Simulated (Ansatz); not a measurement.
# Collinear states of WF2

Method: Ansatz, DFT PBE+U, scalar-relativistic, plane waves, PAW.

```cif
data_structure
_symmetry_space_group_name_H-M 'P 1'
_symmetry_Int_Tables_number 1
_cell_length_a 3.7897
_cell_length_b 3.7897
_cell_length_c 3.7897
_cell_angle_alpha 60.000
_cell_angle_beta 60.000
_cell_angle_gamma 60.000
_cell_volume 38.48
loop_
_atom_site_label
_atom_site_type_symbol
_atom_site_fract_x
_atom_site_fract_y
_atom_site_fract_z
_atom_site_occupancy
W1 W 0.00000 0.00000 0.00000 1
F1 F 0.25000 0.25000 0.25000 1
F2 F 0.75000 0.75000 0.75000 1
```

The plane-wave cutoff is 420 eV and the Γ-centred k-mesh is 10×10×10. The occupation rule is Gaussian smearing, 0.02 eV. The U_eff on Löwdin-orthogonalised atomic d orbitals is W 6.2 eV. The list of starting moments (μB, in atom order) is 2.5 0 0 and the check for lower electronic states after the SCF is on.

All runs keep this geometry, which stands near equilibrium for the lowest state (largest force there 0.000 eV/Å, pressure 0.0 GPa; forces reach 1.33 eV/Å in another state) and needn't be a stable compound; relaxing each order would shift the differences by some 200 meV/atom, going by the pressures and a bulk modulus of about 150 GPa. Spin–orbit coupling is left out, which for heavy magnetic ions can matter as much as these differences. Site moments are spin moments in atom-centred spheres that scale with the neighbour distance. The states are those that the runs reached from these starts; a lower one can exist. No antiferromagnetic start is among these.

**Question.** Starts tried: no spin; large parallel starting moments. Which state comes out lowest, and what are the moments?

**Answer.** The lowest state is non-magnetic, reached from the start “no spin”, with site moments (μB) none over 0.05.

```json
{"start": "no spin", "ends": "non-magnetic", "energy above lowest (meV/atom)": "0.00", "site moments (μB)": "none over 0.05", "gap on mesh (eV)": "1.60", "P (GPa)": "0.0"}
{"start": "large parallel starting moments", "ends": "ferromagnetic", "energy above lowest (meV/atom)": "101", "site moments (μB)": "W +2.38, F +0.11 (×2)", "gap on mesh (eV)": "metal", "P (GPa)": "25.5"}
```

Cost: 2 runs of about 2.8 core-minutes in all, on Intel Xeon Processor @ 2.70GHz (shared hosts).